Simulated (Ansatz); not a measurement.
Ru (body-centred tetragonal, I4/mmm) at seven volumes, plane-wave PAW r²SCAN (Ansatz code), shape and atoms relaxed at each. One row is withheld.

| V (Å³/atom) | P (GPa) |
|---|---|
| 12.891 | 33.28 |
| 13.316 | ? |
| 13.740 | 9.19 |
| 14.165 | 0.00 |
| 14.590 | -7.71 |
| 15.015 | -14.07 |
| 15.440 | -19.22 |

Task: Fit the shown pressures and predict the withheld one.

Result: P = (3/2)B₀(x^(7/2) − x^(5/2))[1 + (3/4)(B′ − 4)(x − 1)] with x = (V₀/V)^(2/3). Least squares on the six rows gives V₀ = 14.164 Å³/atom, B₀ = 278 GPa, B′ = 5.08. At V = 13.316, x = 1.0420 and P = 20.08 GPa. The run itself gave 20.15 GPa.

The start of the workflow was typed in or built on a structure type; neither database checked (COD, Materials Project) lists it. It is not the phase usual at ambient conditions (space group No. 194). The r²SCAN relaxation kept the symmetry of its start; its stability against distortions is not shown here. Spin order of the final state: ferromagnetic, chosen from 4 collinear starts compared on coarse meshes (ties went to the first, and starts can fall back to one state), not a proven ground state. Other orbital occupations within this spin state were not tried.

Potentials: the later of the program's two PAW sets.
